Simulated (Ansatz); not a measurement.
## TaGa₃, one cell by several methods

```
CELL_PARAMETERS angstrom
-1.91698 1.91698 4.35200
1.91698 -1.91698 4.35200
1.91698 1.91698 -4.35200
ATOMIC_POSITIONS crystal
Ta 0.00000 0.00000 0.00000
Ga 0.75000 0.25000 0.50000
Ga 0.25000 0.75000 0.50000
Ga 0.50000 0.50000 0.00000
```

Atoms are numbered in the order listed.

The cell is COD entry 1522718, as deposited and not checked against the literature; nothing was relaxed. The listed cell was then made from it by scaling, straining or moving an atom.

No spin–orbit coupling, which matters for the heavy atoms here.

Methods: DFT, PBEsol, PAW with Ansatz's default frozen-core files, scalar-relativistic (Ansatz 0.2.0); DFT, PBEsol, all-electron PAW with datasets made for the crystal, scalar-relativistic (Ansatz 0.2.0); DFT, PBEsol, all-electron LAPW, scalar-relativistic (Ansatz 0.2.0).

For PAW: a Γ-centred 14×14×14 k mesh, Fermi–Dirac smearing of 0.05 eV, cutoff 420 eV, no spin polarisation; the PAW files were made with PBE, and the program remakes their frozen cores for this functional. The crystal-made all-electron datasets (AE datasets) take a cutoff of 420 eV at this cell. LAPW targets a basis error of 1 meV/atom. The Ansatz runs share mesh, smearing and spin set-up. Plane-wave (PAW) pressures include the program's estimate of the Pulay term.

Stress and pressure are positive in compression.

The change that made this cell: equal xx and yy strain of +1 %.

Spin–orbit coupling is left out, which moves gradients at and beside heavy atoms by some per cent and at worst by a factor of two.

In a metal, gradients converge slowly with the k mesh: the values move by tens of per cent from one mesh to another, at times in sign, so only the comparison on one mesh counts.

| quantity | PAW | AE datasets | LAPW |
| --- | --- | --- | --- |
| pressure (GPa) | -4.97 | -4.91 | -4.91 |
| stress xx (GPa) | -5.49 | -5.43 | -5.43 |
| stress zz (GPa) | -3.92 | -3.87 | -3.87 |
| largest principal field gradient Vzz at Ta1 (10²¹ V/m²) | -16.75 | -16.71 | – |
| largest principal field gradient Vzz at Ga2 (10²¹ V/m²) | -2.32 | -2.35 | – |
| largest principal field gradient Vzz at Ga4 (10²¹ V/m²) | 12.58 | 12.62 | – |

PAW's pressure differs from the LAPW value by -0.06 GPa.
